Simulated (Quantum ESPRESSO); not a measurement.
Band energies of MgS at +1 % isotropic strain

```
MgS
1.0
    0.00000     2.85445     2.85445
    2.85445     0.00000     2.85445
    2.85445     2.85445     0.00000
Mg S
1 1
Cartesian
  0.00000   0.00000   0.00000
  1.42722   1.42722   1.42722
```

PBEsol (pw.x of Quantum ESPRESSO, ONCV potentials, scalar-relativistic); path ΓXWKΓLUWLK,UX; energies in eV from the valence-band maximum.

```csv
k (1/Å),point,band 4,band 5,band 6,band 7,band 8,band 9,band 10,band 11
0.00,Γ,-40.51,-11.19,0.00,0.00,0.00,3.17,7.78,7.78
0.55,,-40.51,-10.79,-1.75,-0.56,-0.56,4.94,6.35,8.20
1.10,X,-40.52,-10.32,-2.78,-1.02,-1.02,3.73,5.50,10.78
1.65,W,-40.52,-10.31,-2.28,-1.81,-1.31,5.37,7.70,8.01
1.78,,-40.52,-10.32,-2.34,-1.80,-1.18,5.21,7.20,8.49
2.04,K,-40.52,-10.33,-2.46,-1.85,-0.80,4.68,6.79,9.30
2.36,,-40.51,-10.49,-2.45,-1.57,-0.43,5.92,6.82,7.96
2.89,,-40.51,-11.04,-1.00,-0.26,-0.03,4.25,7.40,8.04
3.21,Γ,-40.51,-11.19,0.00,0.00,0.00,3.17,7.78,7.78
3.53,,-40.51,-11.05,-1.07,-0.09,-0.09,4.18,7.51,8.02
4.05,,-40.51,-10.56,-3.03,-0.31,-0.31,4.90,7.52,7.52
4.16,L,-40.51,-10.53,-3.10,-0.32,-0.32,4.90,7.49,7.49
4.64,,-40.52,-10.39,-2.59,-1.64,-0.65,5.19,7.00,8.61
4.83,U,-40.52,-10.33,-2.46,-1.85,-0.80,4.68,6.79,9.30
5.13,,-40.52,-10.32,-2.32,-1.80,-1.24,5.28,7.33,8.34
5.22,W,-40.52,-10.31,-2.28,-1.81,-1.31,5.37,7.70,8.01
5.61,,-40.52,-10.43,-2.75,-1.28,-0.64,5.89,6.28,8.49
6.00,L,-40.51,-10.53,-3.10,-0.32,-0.32,4.90,7.49,7.49
6.17,,-40.51,-10.51,-3.03,-0.58,-0.38,5.22,6.91,7.70
6.59,,-40.52,-10.35,-2.45,-1.87,-0.74,4.87,6.99,8.97
6.68,K,-40.52,-10.33,-2.46,-1.85,-0.80,4.68,6.79,9.30
6.68,U,-40.52,-10.33,-2.46,-1.85,-0.80,4.68,6.79,9.30
7.06,X,-40.52,-10.32,-2.78,-1.02,-1.02,3.73,5.50,10.78
```

The PBEsol gap is direct, 3.17 eV at Γ.

Geometry strained from the cell relaxed with PBEsol, atoms relaxed again.

This is not the ordinary phase of the substance; no match was found in the copy of COD used, and its stability was not checked.
